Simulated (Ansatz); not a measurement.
## WS₂ at a changed volume — ³³S nuclear quadrupole resonance

Cell: a COD entry, relaxed with PBE at fixed cell and then changed (volume scaled by 0.94, ions relaxed).

Space group P6_3/mmc (No. 194); a = 3.0888, c = 12.0714 Å, γ = 120.00°.

```
site  Wyckoff  site symmetry       x       y       z
   W       2c           -6m2  0.3333  0.6667  0.2500
   S       4f            3m.  0.3333  0.6667  0.6178
```

One atom of each set is listed.

Method: Kohn–Sham DFT in Ansatz, PBE, plane waves and PAW, scalar-relativistic, collinear spin, 420 eV cutoff, Γ-centred 16×16×4 k-points, Fermi–Dirac smearing 0.02 eV. Start moments as typed (μB): 2 on each W, none on the rest.

³³S: I = 3/2, Q = -69.40 mb (year-2017 value). Static lattice, zero field.

(1) Predict the zero-field ³³S lines of each site.

## Answers

(1) For I = 3/2 there is one line, ν = (|C_Q|/2)(1 + η²/3)^½.

```json
{"site": "S", "atoms": "4", "V_zz (10²¹ V/m²)": "-3.62", "C_Q (MHz)": "6.07", "η": "0.00", "line frequencies (MHz)": "3.04"}
```

An axis of threefold or higher order runs through S, so V_zz lies along it and η is zero.

Without spin–orbit coupling the gradients at and beside W can be off by some per cent, at some sites by more. At this changed cell the PBE pressure is 10 GPa. The start moments die out, and the run ends without spin.

The relaxation (4 steps) took 80 s of wall time (80 s of CPU time) and 0.84 GiB at its peak, on 1 thread of Intel Xeon Platinum 8488C (Sapphire Rapids) (x86_64; 16 cores open to the job, memory cap 3.0 GiB, no GPU), a shared host with a load of 0.1 a core.
